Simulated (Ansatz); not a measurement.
Does relaxation matter for the field gradients of Bi2Se3?

Start: a Materials Project structure (computed, not necessarily an observed phase).

```yaml
crystal:
  lattice:
    - [2.09568, 1.20994, 9.97623]
    - [-2.09568, 1.20994, 9.97623]
    - [0.00000, -2.41989, 9.97623]
  atoms:
    - { symbol: Bi, position: [0.39843, 0.39843, 0.39843] }
    - { symbol: Bi, position: [0.60157, 0.60157, 0.60157] }
    - { symbol: Se, position: [0.00000, 0.00000, 0.00000] }
    - { symbol: Se, position: [0.21571, 0.21571, 0.21571] }
    - { symbol: Se, position: [0.78429, 0.78429, 0.78429] }
```

Atoms are numbered from 1 in the order listed; like atoms form one site, named after its first atom.

The numbers come from a DFT calculation in Ansatz (PBE, plane waves and PAW, scalar-relativistic, 420 eV cutoff, Γ-centred 8×8×8 k-points, Fermi–Dirac smearing 0.02 eV).

The largest force at the start is 0.071 eV/Å. Relaxing the ions at fixed cell moves them by 0.018 Å at most (atom 4, Se) and 0.013 Å rms. End positions:

```
CELL_PARAMETERS angstrom
2.09568 1.20994 9.97623
-2.09568 1.20994 9.97623
0.00000 -2.41989 9.97623
ATOMIC_POSITIONS crystal
Bi 0.39818 0.39818 0.39818
Bi 0.60182 0.60182 0.60182
Se 0.00000 0.00000 0.00000
Se 0.21632 0.21632 0.21632
Se 0.78368 0.78368 0.78368
```

```tsv
site	atom	moved (Å)	first shell before	first shell after	V_zz before (10²¹ V/m²)	η before
Bi	1	0.008	6 Se at 2.89–3.11 Å	6 Se at 2.88–3.10 Å	0.38	0.00
Se3	3	0.000	6 Bi at 3.11 Å	6 Bi at 3.10 Å	7.29	0.00
Se4	4	0.018	3 Bi at 2.89 Å	3 Bi at 2.88 Å	-2.66	0.00
```

Task: How do the gradients change?

Result: 

```json
{"site": "Bi", "atom": "1", "V_zz after": "0.36", "η after": "0.00", "change of V_zz": "-0.02"}
{"site": "Se3", "atom": "3", "V_zz after": "7.04", "η after": "0.00", "change of V_zz": "-0.25"}
{"site": "Se4", "atom": "4", "V_zz after": "-3.13", "η after": "0.00", "change of V_zz": "-0.47"}
```

The largest change of V_zz is on Se4, from -2.66 to -3.13. In per cent, |V_zz| changes by -4 to +18 on Se (all sites that start above 0.5).

Spin–orbit coupling is left out, which shifts gradients on Bi by a few per cent in wide-gap crystals, and can shift them far more where the calculated gap is small or absent, as here. With a gap of 0.4 eV on this mesh, small gradients can still move by 0.1 × 10²¹ V/m² or more as the k-mesh gets denser.
